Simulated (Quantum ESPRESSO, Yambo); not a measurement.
BaO (NiAs type, space group P6_3/mmc, No. 194) under isotropic strain of -0.7 % on all lattice vectors. The PBEsol cell relaxed from Materials Project entry mp-1008500 was given an isotropic strain of -0.7 % on all lattice vectors, and the atoms were relaxed again. Chain: PBEsol (Quantum ESPRESSO, PseudoDojo norm-conserving, 84 Ry, without SOC); G0W0 in Yambo (6×6×2 Γ-centred k mesh, 121 bands and a 7 Ry block in the screening, 121 bands in G with the Bruneval-Gonze terminator, plasmon pole fitted at 27.2 eV); BSE (9×9×4 mesh, 6 valence and 3 conduction bands, static screening with 46 bands and a 4 Ry block, scissor 1.09 eV, Tamm-Dancoff).

```yaml
PBEsol gap (dense path): 2.42 eV
PBEsol gap H → M on the GW mesh: 2.42 eV
PBEsol smallest direct gap on the GW mesh, at M: 2.43 eV
G0W0 direct gap at that point: 3.52 eV
G0W0 correction to the gap H → M: 1.10 eV
lowest_exciton: no binding energy given (see below)
```

Rough cost of the Yambo steps against G0W0 for 6 states: BSE within a factor of two.

Convergence of the G0W0 settings was not tested. The BSE states are vertical excitations (zero momentum). The run can't give a binding energy: the direct gap on its mesh, 3.59 eV, isn't the smallest one (3.52 eV from the band path plus the scissor). Axes are Cartesian, with cell vectors (Å) (3.72, 0.00, 0.00), (-1.86, 3.22, 0.00), (0.00, 0.00, 6.49).

This is not the ordinary phase of the substance; no match was found in the copy of COD used, and its stability was not checked.
